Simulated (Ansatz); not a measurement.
**Calculation log, AlOs (Pm-3m) (elastic constants by finite strains)**

Level of theory: r²SCAN, PAW on Ansatz 0.2.0's default frozen-core files (fitted under PBE), scalar-relativistic.

Cell and atoms were relaxed beforehand by PAW with this functional.

The structure is one entry of a database and needn't be the stable phase.

Launched as:

```sh
ansatz run input.yaml --threads 1 --pin off --max-ram 2560MiB --backend cpu --events-out ev --progress --plain --runs-dir out
```

input.yaml:

```yaml
crystal:
  lattice:
    - [2.99751495906, 0.0, 0.0]
    - [0.0, 2.99751495906, 0.0]
    - [0.0, 0.0, 2.99751495906]
  atoms:
    - { symbol: Al, position: [0.0, 0.0, 0.0] }
    - { symbol: Os, position: [0.5, 0.5, 0.5] }
kpoints:
  mp_grid: { grid: [14, 14, 14] }
scf:
  occupations: { method: fermi_dirac, width: 0.1 }
hamiltonian:
  xc: r2scan
  pseudopotentials: { kind: paw }
elastic:
  mode: relaxed_ion
  stencil: two_point
  amplitude: 0.003
```

The program printed:

```
Warning: RAYON_NUM_THREADS=1 ignored (pool sized by the plan → 1); use --threads N
Engine: ansatz 0.2.0, aarch64-unknown-linux-gnu
Pseudopotentials: kind: paw
Pseudopotential: Al, paw, valence charge 3, recommended cutoff 500 eV (meta_gga), Al.paw.azcp
Pseudopotential: Os, paw, valence charge 16, recommended cutoff 500 eV (meta_gga), Os.paw.azcp
Functional definition: r2SCAN
  parameter k0 = 0.174
  parameter k1 = 0.065
  parameter a1 = 4.9479
  exchange = r2scan_x(k0 = k0, k1 = k1, a1 = a1)
  correlation = r2scan_c
Crystal: 2 atoms, lattice volume = 26.933 Å³
Basis set: ecut = 500 eV, 691 PW (Γ), exchange–correlation on 96×96×96 points (64 copies of the dense FFT grid, shifted against one another)
Bands: 14, of which v1, the nominal top of the filled ones, is band 10 counted from 1 (9 counted from 0)
Symmetry: 48 space group operations
Space group: Pm-3m (ITA 221), of the structure as read, at distance tolerance 3.0e-5 Å
k-points: 120 of 2744
Non-local potential: Al, projectors of the file, l = 0: 2, l = 1: 2, l = 2: 1
Non-local potential: Os, projectors of the file, l = 0: 3, l = 1: 2, l = 2: 2, l = 3: 1
PAW form: soft (Blöchl's): semilocal exchange-correlation on the pseudo side does not see the compensation charge
PAW frozen core: Al, regenerated for the run's functional (the file was generated under x = pbe(κ = 0.804, μ = 0.2195149727645171), c = pbe(β = 0.06672455060314922))
PAW frozen core: Os, regenerated for the run's functional (the file was generated under x = pbe(κ = 0.804, μ = 0.2195149727645171), c = pbe(β = 0.06672455060314922))
PAW one-centre angular grid: Al, 302 points (default); XC on 160 Gauss nodes
PAW one-centre angular grid: Os, 590 points (default); XC on 160 Gauss nodes
Initial density: superposition of atomic densities (neutral atoms: chi_scale 0, normalization atom), corrected by the library's trained network
Initial wavefunctions: pseudopotential atomic-orbital guess
Functional: x = r2scan, c = r2scan; τ floored in thin density (d = 2e-4 eV/Å³)
SCF iter   1: F=—  HF=-11938.919340 eV  |F-HF|=—  |Δ(HF+E_count)|=         —  Δρ=8.05e-3  dr2=1.91e-2  dr2_τ=4.50e-2  ethr=1.77e-3  ⟨swp⟩=4.9  Hψ=8267  notcnv=0
preconditioner: auto → none  [metal: Δε(μ)=0.016 eV  Ē_g=9.940 eV  σ=0.100 eV  W_gap=0.04  n_scr=6 (ndim 8)  ℏωp=23.7 eV  f_vac=0.000  D(μ)=1.32/eV (n_scr^D=18)  sad-step TF]
SCF iter   2: F=—  HF=-11938.950244 eV  |F-HF|=—  |Δ(HF+E_count)|=   3.09e-2  Δρ=3.73e-3  dr2=3.28e-3  dr2_τ=5.79e-4  ethr=1.00e-4  ⟨swp⟩=2.1  Hψ=3801  notcnv=0  defer=3
SCF iter   3: F=—  HF=-11938.949879 eV  |F-HF|=—  |Δ(HF+E_count)|=   3.65e-4  Δρ=8.55e-4  dr2=1.65e-4  dr2_τ=6.24e-5  ethr=1.73e-5  ⟨swp⟩=2.1  Hψ=2217  notcnv=0  defer=3
SCF iter   4: F=—  HF=-11938.949872 eV  |F-HF|=—  |Δ(HF+E_count)|=   6.94e-6  Δρ=1.57e-4  dr2=7.96e-6  dr2_τ=1.43e-6  ethr=8.66e-7  ⟨swp⟩=2.0  Hψ=2287  notcnv=0  defer=3
SCF iter   5: F=—  HF=-11938.949872 eV  |F-HF|=—  |Δ(HF+E_count)|=   2.98e-7  Δρ=3.38e-5  dr2=1.40e-7  dr2_τ=2.26e-8  ethr=4.19e-8  ⟨swp⟩=2.2  Hψ=2146  notcnv=0  defer=3
SCF iter   6: F=—  HF=-11938.949866 eV  |F-HF|=—  |Δ(HF+E_count)|=   6.38e-6  Δρ=8.39e-6  dr2=6.88e-9  dr2_τ=1.25e-9  ethr=7.39e-10  ⟨swp⟩=2.5  Hψ=2578  notcnv=0  defer=3
[... 55 lines left out ...]
SCF iter   2: F=—  HF=-11938.949740 eV  |F-HF|=—  |Δ(HF+E_count)|=   3.21e-9  Δρ=1.39e-6  dr2=2.47e-10  dr2_τ=6.72e-11  ethr=6.89e-12  ⟨swp⟩=2.2  Hψ=9449  notcnv=0  defer=2
SCF iter   3: F=—  HF=-11938.949740 eV  |F-HF|=—  |Δ(HF+E_count)|=  8.91e-11  Δρ=7.41e-7  dr2=1.88e-10  dr2_τ=4.45e-11  ethr=1.30e-12  ⟨swp⟩=2.1  Hψ=9029  notcnv=0  defer=2
SCF iter   4: F=—  HF=-11938.949740 eV  |F-HF|=—  |Δ(HF+E_count)|=  4.37e-11  Δρ=1.18e-7  dr2=1.43e-12  dr2_τ=4.40e-13  ethr=9.91e-13 (applied; sched 1.00e-12)  ⟨swp⟩=2.3  Hψ=8423  notcnv=0  defer=2
SCF iter   5: F=—  HF=-11938.949740 eV  |F-HF|=—  |Δ(HF+E_count)|=  1.82e-12  Δρ=4.96e-8  dr2=2.54e-13  dr2_τ=4.52e-14  ethr=7.52e-15 (applied; sched 1.00e-12)  ⟨swp⟩=2.4  Hψ=9154  notcnv=0  defer=7
SCF iter   6: F=-11938.949740 eV  HF=-11938.949740 eV  |F-HF|=9.09e-12  |Δ(HF+E_count)|=  5.46e-12  Δρ=7.85e-9  dr2=8.08e-15  dr2_τ=1.15e-15  ethr=1.00e-12  ⟨swp⟩=4.0  Hψ=19461  notcnv=0
SCF 6 converged in 6 iterations: F = -11938.949740 eV  dr2 = 8.08e-15
SCF converged after 2 iterations
Free energy (F): -11938.949866 eV
Harris-Foulkes:  -11938.949866 eV  (|F-HF|=1.82e-12)
Internal energy: -11938.906894 eV  (E = F + TS)
E sigma→0 (E₀):  -11938.928380 eV
Entropy (-TS):   -0.042972 eV (-21.486 meV/atom)
Fermi energy:    17.417714 eV
--- Per-component energies (eV) ---
  E_band       = -157.676097
  E_kinetic    = 593.103997
  E_local      = -1279.054724  (includes V_loc(G=0)·N_el)
  E_nonlocal   = 8.104037
  E_hartree    = 535.070600
  E_xc         = -291.903288
  E_vxc        = -349.070689  (∫ρ·V_xc dr)
  E_paw        = -9512.894830  (= ΣΔE_a)
  E_vpaw       = -221.128355  (= ΣTr[D̂ρ^β])
  E_aug_tail   = -0.000150  (compensation charges beyond the density's cutoff)
  E_vtau       = 20.228586  (kinetic-family band-sum trace: ∫τ·v_τ [+ j·A + Jᵃ·Aᵃ] dr)
  E_ewald      = -1990.887415
  E_core_change = -0.445121  (= ΣΔE_core)
  E_smearing   = -0.042972  (= −TS)
  E_closure    = 0.000000  (closes the sum)
  Σ components = -11938.949866   (vs F -11938.949866, Δ=0.00e0)
--- Forces (eV/Å), atoms counted from 1 ---
  atom   1  Al    -0.00000000     0.00000000    -0.00000000
  atom   2  Os     0.00000000     0.00000000    -0.00000000
  max |Σ_I F_I| component: 2.17e-30 eV/Å
--- Stress (GPa, compression-positive) ---
        0.035383       0.000000      -0.000000
        0.000000       0.035383       0.000000
       -0.000000       0.000000       0.035383
  P = ⅓ Tr σ = 0.0354 GPa (0.354 kbar)
--- Elastic constants: 2 strain directions × 2 members + reference (group order 48) ---
  dense FFT box of the reference and of every strained cell: 24×24×24
  strains applied: 11, 23; error gains: componentwise 1.00 (the most a stress slope's error grows in a printed constant), spectral 1.73 (1 for all six strains in a standard setting)
  C = ∂σ_k/∂η_j (tension-positive GPa; Voigt order 11 22 33 23 13 12):
       383.806    189.244    189.244     -0.000     -0.000     -0.000
       189.244    383.806    189.244     -0.000     -0.000     -0.000
       189.244    189.244    383.806     -0.000     -0.000     -0.000
         0.000      0.000     -0.000    162.611      0.000     -0.000
        -0.000     -0.000      0.000      0.000    162.611      0.000
         0.000     -0.000     -0.000      0.000      0.000    162.611
  reference stress σ⁰ (GPa):     -0.035     -0.035     -0.035     -0.000      0.000     -0.000
  C* (energy form; C + prestress term) asymmetry max|C*_kj − C*_jk| = 5.684e-14 GPa — a small one proves nothing (zero by symmetry where the batch's group is 432, −43m or m−3m); a large one is finite-difference/SCF noise where ...
  moduli (Voigt/Reuss/Hill, GPa): K = 254.10/254.10/254.10   G = 136.48/128.18/132.33   E = 338.27   ν = 0.278
  mechanically stable: yes (min eigenvalue of sym C = 162.61 GPa)
  strain η (Voigt 11):  stress-route row diagonal C_11 = 383.81 GPa, energy-path curvature d²(F+E_count+ΔE)/dδ²/Ω₀ = 383.80 GPa
         δ    σ_11 (GPa)             F (eV)   n_scf  n_hpsi   n_pw
    -3.000e-3      -1.1995      -11938.9495523       9   83623    711   relax 0 steps, max|allowed force component| 3.16e-30 eV/Å
     3.000e-3       1.1033      -11938.9495921       7   68708    715   relax 0 steps, max|allowed force component| 3.20e-30 eV/Å
  strain η (Voigt 23):  stress-route row diagonal C_44 = 162.61 GPa, energy-path curvature d²(F+E_count+ΔE)/dδ²/Ω₀ = 162.63 GPa
         δ    σ_23 (GPa)             F (eV)   n_scf  n_hpsi   n_pw
    -3.000e-3      -0.4878      -11938.9497398       8  117688    711   relax 0 steps, max|allowed force component| 6.41e-30 eV/Å
     3.000e-3       0.4878      -11938.9497398       6  102018    711   relax 0 steps, max|allowed force component| 6.21e-30 eV/Å
```

The run converged.

### Strained cells

Elastic constants of a crystal by Kohn-Sham DFT: slopes of the stress over finite engineering strains of the given cell, Voigt indices, Cartesian axes as in the input; stress of each strained cell less that at rest, tension positive.

| strain component | strain | stress xx (GPa) | stress yy (GPa) | stress zz (GPa) | stress yz (GPa) | stress xz (GPa) | stress xy (GPa) | relaxation steps |
| --- | --- | --- | --- | --- | --- | --- | --- | --- |
| xx | -0.003 | -1.164 | -0.5727 | -0.5727 | 0 | 0 | 0 | 0 |
| xx | 0.003 | 1.139 | 0.5628 | 0.5628 | 0 | 0 | 0 | 0 |
| yz | -0.003 | -0.0025 | -0.0021 | -0.0021 | -0.4878 | 0 | 0 | 0 |
| yz | 0.003 | -0.0025 | -0.0021 | -0.0021 | 0.4878 | 0 | 0 | 0 |

### Elastic moduli

Hill averages of a grain aggregate, Debye temperature from the mean sound speed over directions.

| Item | Value |
| --- | --- |
| Bulk modulus | 254.1 GPa |
| Shear modulus | 132.3 GPa |
| Young modulus | 338.3 GPa |
| Poisson ratio | 0.2781 |
| Bulk over shear modulus | 1.92 |
| Elastic anisotropy index | 0.3238 |
| Least young modulus | 258.8 GPa |
| Largest young modulus | 402.1 GPa |
| Longitudinal sound speed | 5670 m/s |
| Transverse sound speed | 3143 m/s |
| Elastic debye temperature | 436.1 K |
| Linear compressibility (x, y, z) | 1.312, 1.312, 1.312 1/TPa |
| Zener ratio | 1.672 |
| Cauchy pressure | 26.63 GPa |

**Elastic constants**

* Pressure at rest: 0.035 GPa
* Least elastic eigenvalue: 162.6 GPa
* Elastically stable: yes

| index | elastic (GPa) |
| --- | --- |
| 11 | 383.8 |
| 12 | 189.2 |
| 44 | 162.6 |

Known limits: frozen-core PAW files fitted under PBE, their cores solved anew for the functional of the run; responses of metals move with mesh and smearing; no spin-orbit coupling on heavy atoms.

It took 72 s on 1 thread of Arm Neoverse V2, with other jobs on the host, peak memory 0.53 GiB.
